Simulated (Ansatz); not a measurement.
Polymorphs of LiNbO$_{3}$, each relaxed with DFT-r²SCAN in the program Ansatz with PAW potentials:

A: R-3
a = 5.2090 Å, b = 5.2090 Å, c = 14.2176 Å, α = 90.00°, β = 90.00°, γ = 120.00°

```tsv
atom	site	symmetry	x	y	z
Li	6c	3.	0.0000	0.0000	0.3568
Nb	6c	3.	0.0000	0.0000	0.1438
O	18f	1	0.3173	0.0289	0.2444
```

B: R3c
a = 5.137 Å, b = 5.137 Å, c = 13.886 Å, α = 90.00°, β = 90.00°, γ = 120.00°

| atom | site | symmetry | x | y | z |
|---|---|---|---|---|---|
| Li | 6a | 3. | 0.0000 | 0.0000 | 0.2022 |
| Nb | 6a | 3. | 0.0000 | 0.0000 | 0.4841 |
| O | 18b | 1 | 0.0102 | 0.3780 | 0.2544 |

Task: Order them by energy per atom at 0 K (lowest first) at the level r²SCAN.

Result: B (+0 meV/atom), A (+31 meV/atom)

Task: Give each one's gap.

Result: A 4.42 eV; B 4.00 eV.

Not the usual ambient phase: A. All cells were relaxed under the symmetry of their starts (and spin orders); stability against distortions was not tested throughout. Rows with no word on spin ran without spin polarisation. Scalar-relativistic: spin–orbit coupling is off unless named, which matters more the heavier the elements.

Energies hold the estimated change up to a 700 eV cutoff; steps of a few meV lie near the error of the meshes.

Potentials: the later of the program's two PAW sets.
